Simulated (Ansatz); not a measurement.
The start is a generated trial cell of Si in the AFLOW prototype A_hR12_166_2h (as in B). The structure is fully relaxed (lattice and positions, P = 0) with r2SCAN (plane waves to 500 eV, PAW, scalar-relativistic; Ansatz, an electronic-structure program). The first steps use a 5×5×5 k-mesh.

Initial structure:
```
CELL_PARAMETERS angstrom
      3.13800     1.81173     5.35600
     -3.13800     1.81173     5.35600
      0.00000    -3.62346     5.35600
ATOMIC_POSITIONS crystal
  Si 0.01040 0.65729 0.01040
  Si 0.01040 0.01040 0.65729
  Si 0.65729 0.01040 0.01040
  Si 0.98960 0.34271 0.98960
  Si 0.98960 0.98960 0.34271
  Si 0.34271 0.98960 0.98960
  Si 0.22060 0.63230 0.22060
  Si 0.22060 0.22060 0.63230
  Si 0.63230 0.22060 0.22060
  Si 0.77940 0.36770 0.77940
  Si 0.77940 0.77940 0.36770
  Si 0.36770 0.77940 0.77940
```

**Question.** What pressure does the first self-consistent step give?

**Answer.** +34 GPa (positive: the cell is compressed).

**Question.** How does the volume change?

**Answer.** +20.9 %, from 15.22 to 18.40 Å³/atom.

**Question.** Give the final cell and atomic positions.

**Answer.** 
Space group R-3m, hexagonal axes (No. 166); a = 7.167 Å, b = 7.167 Å, c = 14.892 Å, α = 90.00°, β = 90.00°, γ = 120.00°

```tsv
atom	site	symmetry	x	y	z
Si	18h	.m	0.2416	0.1208	0.0981
Si	18h	.m	0.2195	0.4391	0.0422
```
(The calculation used a cell of 12 atoms; values per cell refer to that cell.)

The space group stays R-3m (No. 166) (the run could not lower it), with 12 atoms in the primitive cell. Final values are on a 7×7×7 k-mesh of the relaxed cell. No spin polarisation in the result.

The run could not lose the symmetry of its start, so the end can be a saddle point.

The relaxed structure here is a generated cell of Si: the first start was made by placing the elements on the sites of a structure type, and the end was not matched to a known phase here, so it may be hypothetical. Known forms of Si include space group No. 227.
